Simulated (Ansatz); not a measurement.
Data:

BiTe:
```cif
data_BiTe
_chemical_formula_sum 'Bi1 Te1'
_space_group_name_H-M_alt 'P 1'
_space_group_IT_number 1
_cell_length_a 4.20402
_cell_length_b 4.20402
_cell_length_c 4.20402
_cell_angle_alpha 68.966
_cell_angle_beta 68.966
_cell_angle_gamma 68.966
loop_
_space_group_symop_operation_xyz
  'x, y, z'
loop_
_atom_site_label
_atom_site_type_symbol
_atom_site_fract_x
_atom_site_fract_y
_atom_site_fract_z
_atom_site_occupancy
Bi1 Bi 0.50000 0.50000 0.50000 1
Te1 Te 0.00000 0.00000 0.00000 1
```

This is the LDA-relaxed structure.

Q: All from the program Ansatz at the LDA level (PAW), unless another level is named. Give the bulk modulus (Birch–Murnaghan fit).

A: 486 kbar.

Q: What about the highest zone-centre frequency?

A: 12.1 meV.

Space group R-3m. The workflow started from a Materials Project entry (that database holds measured and hypothetical structures alike); the Crystallography Open Database copy checked does not list it. COD files the formula under space group No. 164, 225. Its standing as an ambient phase is unchecked. The LDA relaxation kept the symmetry of its start; its stability against distortions is not shown here. Spin–orbit coupling is left out wherever it is not named.

Potentials: the later of the program's two PAW sets.
